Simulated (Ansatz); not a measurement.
SrCd$_{2}$As$_{2}$:
```
SrCd2As2
1.0
    4.43489     0.00000     0.00000
   -2.21744     3.84072     0.00000
    0.00000     0.00000     7.33304
Sr Cd As
1 2 2
Direct
  0.00000   0.00000   0.00000
  0.33333   0.66667   0.63212
  0.66667   0.33333   0.36788
  0.66667   0.33333   0.75110
  0.33333   0.66667   0.24890
```

Relaxed with PBEsol. Special points in fractions of this cell's reciprocal vectors: Γ (0.000, 0.000, 0.000); M (0.500, 0.000, 0.000); K (0.333, 0.333, 0.000); A (0.000, 0.000, 0.500); L (0.500, 0.000, 0.500); H (0.333, 0.333, 0.500).

Question: List the band energies nearest the valence-band maximum at these points for PBEsol (plane waves, PAW; program Ansatz).

Answer: In eV from the valence-band maximum; about four levels below and three above (degenerate sets whole), none deeper than 8.9 eV; points with the same levels are listed once.

```csv
k,below,above
Γ,-1.29 -1.29 -0.20 0.00 0.00,0.19 0.60 2.36
M,-2.67 -2.09 -2.07 -1.35,0.99 2.44 2.86
K,-3.77 -2.17 -2.17 -1.76,2.73 2.84 2.84
A,-0.87 -0.87 -0.65 -0.65,0.45 1.49 2.87 2.87
L,-2.42 -2.31 -1.00 -0.96,1.31 1.72 1.82
H,-3.27 -2.53 -1.66 -1.66,2.06 2.06 3.89
```

Space group P-3m1. The workflow started from a Materials Project entry (that database holds measured and hypothetical structures alike); the Crystallography Open Database copy checked does not list it. Whether it is the stable phase at ambient conditions was not checked. The PBEsol relaxation kept the symmetry of its start; its stability against distortions is not shown here. Spin–orbit coupling is left out wherever it is not named.

Potentials: the later of the program's two PAW sets.
